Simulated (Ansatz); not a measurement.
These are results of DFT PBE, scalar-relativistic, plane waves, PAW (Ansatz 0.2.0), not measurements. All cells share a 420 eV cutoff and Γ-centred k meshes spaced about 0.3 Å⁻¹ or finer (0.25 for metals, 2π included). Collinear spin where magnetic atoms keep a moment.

Relaxed structures of MoH6, with energies over the first row. Coordination counts H atoms around Mo (those within 1.25 times the shortest such distance or 1.15 times the sum of covalent radii).

```json
{"#": "1", "form": "P-3m1", "sites": "H 2c, 2d, 2d, 2d, 2d, 2c; Mo 2d", "V (Å³/atom)": "11.4", "coordination": "Mo 3", "ΔE (meV/atom)": "0", "moments": "no moments"}
{"#": "2", "form": "F222", "sites": "H 8i, 16k; Mo 4c", "V (Å³/atom)": "8.5", "coordination": "Mo 10", "ΔE (meV/atom)": "127", "moments": "no moments"}
{"#": "3", "form": "Cm", "sites": "H 4b, 2a, 2a, 4b; Mo 2a", "V (Å³/atom)": "7.9", "coordination": "Mo 10", "ΔE (meV/atom)": "134", "moments": "no moments"}
{"#": "4", "form": "Cmmm", "sites": "H 8o, 4i; Mo 2b", "V (Å³/atom)": "9.0", "coordination": "Mo 10", "ΔE (meV/atom)": "140", "moments": "no moments"}
```

A further structure, relaxed alike (ferromagnetic moments up to 0.3 μB):

```
CELL_PARAMETERS angstrom
2.77877 0.00000 0.00000
-1.38938 2.40649 0.00000
0.00000 0.00000 12.10452
ATOMIC_POSITIONS crystal
H 0.66667 0.33333 0.90775
H 0.33333 0.66667 0.09225
H 0.33333 0.66667 0.34271
H 0.33333 0.66667 0.40440
H 0.66667 0.33333 0.65729
H 0.66667 0.33333 0.59560
Mo 0.00000 0.00000 0.00000
```

Question: Place it among the others.

Answer: It falls between rows 1 and 2, 62 meV/atom above row 1, with space group P-3m1 (No. 164) and 11.6 Å³/atom. Counting H atoms around Mo, this cell has Mo 6 and row 1 has Mo 3. This cell and row 1 both hold H–H pairs as short as in free H₂ molecules. H on its first site is surrounded by 3 Mo at 1.95 Å; around H on its second site lies 1 H at 0.75 Å; H on its third site is surrounded by 1 H at 0.75 Å; Mo is surrounded by 6 H at 1.95 Å and 6 Mo at 2.78 Å.

Even the lowest cell shown lies +0.08 eV/atom against the elements' standard structures at this level. The k mesh leaves some 4 meV/atom of noise in the energy of each metallic cell. Weakly bound directions are ill-defined at this level, which has no dispersion term (P-3m1 at 11.4 Å³/atom, P-3m1 at 11.6 Å³/atom, F222, Cm, Cmmm), and this can change margins and order among such cells. With hydrogen, zero-point motion can shift such differences by 10 meV/atom or more. A magnetic state wasn't ruled out in cells without spin, among them Cmmm. Another magnetic order may lie lower. Trial moments fell under 0.15 μB along the way in P-3m1 and F222; another start might hold them. With atoms moved at random, row 1 (by 22 meV/atom) fell into a lower structure. Row 2, row 3, row 4 and the further cell had no clear such test and can be saddle points. Some candidate types were left out of the draw beforehand, so a known form may be missing.
